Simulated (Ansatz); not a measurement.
Geometry optimisation in Ansatz: input, command and trajectory.

```yaml
crystal:
  lattice:
    - [4.9011461337, 0.0, 0.0]
    - [0.0, 4.9011461337, 0.0]
    - [0.0, 0.0, 4.9011461337]
  atoms:
    - { symbol: Na, position: [0.0, 0.0, 0.0] }
    - { symbol: Ti, position: [0.5, 0.5, 0.5], spin: 1.2 }
    - { symbol: Br, position: [0.0, 0.5, 0.5] }
    - { symbol: Br, position: [0.5, 0.0, 0.5] }
    - { symbol: Br, position: [0.5, 0.5, 0.0] }
basis:
  ecutwfc: 420
kpoints:
  mp_grid: { grid: [4, 4, 4] }
hamiltonian:
  xc: pbe
scf:
  occupations: { method: gaussian, width: 0.1 }
  lower_state_search: "off"
output:
  forces: true
  stress: true
  eigenvalues: true
  populations: true
magnetization:
  spin_polarized: true
relax:
  adjacent_minimum: "off"
  f_tol: 0.04
  max_steps: 70
  cell: { stress_tol: 0.4 }
```

```bash
ansatz run input.yaml --threads 1 --pin off --max-ram 2560MiB --backend cpu --events-out ev --progress --plain --runs-dir out
```

Theory: Ansatz 0.2.0, DFT PBE, scalar-relativistic, plane waves, PAW.

Of 5 frames 5 are shown, positions in Å and forces in eV/Å; the SCF threshold varies from step to step. Steps run on the plane waves of an earlier cell, with a Pulay correction in the pressure. The basis is chosen afresh for the last frame, the zero of the energies, and at times for earlier ones too; energy and pressure can step there, also at an unchanged geometry. Where two frames share a geometry here, they differ by under 2 meV/atom and 0.3 GPa.

```xyz
5
Lattice="4.9011 0.0000 0.0000 0.0000 4.9011 0.0000 0.0000 0.0000 4.9011" Properties=species:S:1:pos:R:3:forces:R:3 pbc="T T T" step=1 free_energy_over_end_meV_per_atom=174.51 pressure_GPa=10.68
Na    0.0000    0.0000    0.0000    0.0000    0.0000    0.0000
Ti    2.4506    2.4506    2.4506    0.0000    0.0000    0.0000
Br    0.0000    2.4506    2.4506    0.0000    0.0000    0.0000
Br    2.4506    0.0000    2.4506    0.0000    0.0000    0.0000
Br    2.4506    2.4506    0.0000    0.0000    0.0000    0.0000
5
Lattice="5.1380 0.0000 0.0000 0.0000 5.1380 0.0000 0.0000 0.0000 5.1380" Properties=species:S:1:pos:R:3:forces:R:3 pbc="T T T" step=2 free_energy_over_end_meV_per_atom=25.10 pressure_GPa=3.31
Na    0.0000    0.0000    0.0000    0.0000    0.0000    0.0000
Ti    2.5690    2.5690    2.5690    0.0000    0.0000    0.0000
Br    0.0000    2.5690    2.5690    0.0000    0.0000    0.0000
Br    2.5690    0.0000    2.5690    0.0000    0.0000    0.0000
Br    2.5690    2.5690    0.0000    0.0000    0.0000    0.0000
5
Lattice="5.2603 0.0000 0.0000 0.0000 5.2603 0.0000 0.0000 0.0000 5.2603" Properties=species:S:1:pos:R:3:forces:R:3 pbc="T T T" step=3 free_energy_over_end_meV_per_atom=2.12 pressure_GPa=0.59
Na    0.0000    0.0000    0.0000    0.0000    0.0000    0.0000
Ti    2.6302    2.6302    2.6302    0.0000    0.0000    0.0000
Br    0.0000    2.6302    2.6302    0.0000    0.0000    0.0000
Br    2.6302    0.0000    2.6302    0.0000    0.0000    0.0000
Br    2.6302    2.6302    0.0000    0.0000    0.0000    0.0000
5
Lattice="5.2882 0.0000 0.0000 0.0000 5.2882 0.0000 0.0000 0.0000 5.2882" Properties=species:S:1:pos:R:3:forces:R:3 pbc="T T T" step=4 free_energy_over_end_meV_per_atom=1.21 pressure_GPa=0.07
Na    0.0000    0.0000    0.0000    0.0000    0.0000    0.0000
Ti    2.6441    2.6441    2.6441    0.0000    0.0000    0.0000
Br    0.0000    2.6441    2.6441    0.0000    0.0000    0.0000
Br    2.6441    0.0000    2.6441    0.0000    0.0000    0.0000
Br    2.6441    2.6441    0.0000    0.0000    0.0000    0.0000
5
Lattice="5.2882 0.0000 0.0000 0.0000 5.2882 0.0000 0.0000 0.0000 5.2882" Properties=species:S:1:pos:R:3:forces:R:3 pbc="T T T" step=5 free_energy_over_end_meV_per_atom=0.00 pressure_GPa=0.17
Na    0.0000    0.0000    0.0000    0.0000    0.0000    0.0000
Ti    2.6441    2.6441    2.6441    0.0000    0.0000    0.0000
Br    0.0000    2.6441    2.6441    0.0000    0.0000    0.0000
Br    2.6441    0.0000    2.6441    0.0000    0.0000    0.0000
Br    2.6441    2.6441    0.0000    0.0000    0.0000    0.0000
```

The start puts this composition into another compound's structure type, which needn't suit it. At the end the space group is Pm-3m (tolerance 0.05 Å).

It took 29 s on 1 thread of Arm Neoverse V2, with other jobs on the host, peak memory 0.42 GiB.

The k mesh is coarse.